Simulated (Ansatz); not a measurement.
With r²SCAN in the plane-wave PAW code Ansatz, ZnSnN2 in the orthorhombic phase (Pna2_1; Zn on 4a, Sn on 4a, N on 4a, N on 4a) relaxes to a = 5.847 Å, b = 6.733 Å, c = 5.474 Å. Zn has 4 nearest neighbours from 2.05 Å (tetrahedral); Sn has 4 nearest neighbours from 2.06 Å (tetrahedral); N on 4a has 4 nearest neighbours from 2.05 Å (tetrahedral); N on 4a has 4 nearest neighbours from 2.05 Å (tetrahedral). Against the elements it lies at -0.080 eV/atom, with no fitted shifts.

The Kohn–Sham gap is 0.53 eV (direct). The valence maximum lies at Γ and the conduction minimum at Γ.

Symmetry was held in the r²SCAN relaxation. The references are the lowest solids computed at this level, not always the standard phases (solids in place of the gases). Spin–orbit coupling is left out wherever it is not named.

Potentials: the later of the program's two PAW sets.
